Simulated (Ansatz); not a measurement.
Sn:
```
CELL_PARAMETERS angstrom
      0.00000     3.27062     3.27062
      3.27062     0.00000     3.27062
      3.27062     3.27062     0.00000
ATOMIC_POSITIONS crystal
  Sn 0.50000 0.50000 0.50000
  Sn 0.75000 0.75000 0.75000
```

This is the PBEsol-relaxed structure.

### Question
All from PBEsol in the plane-wave PAW code Ansatz, unless another level is named. Estimate the highest zone-centre frequency.

### Answer
181 cm⁻¹.

### Question
Give the Hill bulk and shear moduli.

### Answer
41.4 and 21.3 GPa.

Space group Fd-3m (diamond). This is a known low-temperature phase of the composition, computed here at zero pressure and temperature. The cell was relaxed with PBEsol under the symmetry of its start; of distortions, only those at the zone centre were tested. As this level gives no gap, shear constants depend on the k-mesh and smearing (Fermi–Dirac, 0.1 eV here). As this level gives no gap, phonon frequencies hold no LO–TO term and depend on the k-mesh and smearing (Fermi–Dirac, 0.1 eV here). Scalar-relativistic: spin–orbit coupling is off unless named, which matters more the heavier the elements.

Potentials: the earlier of the program's two PAW sets.
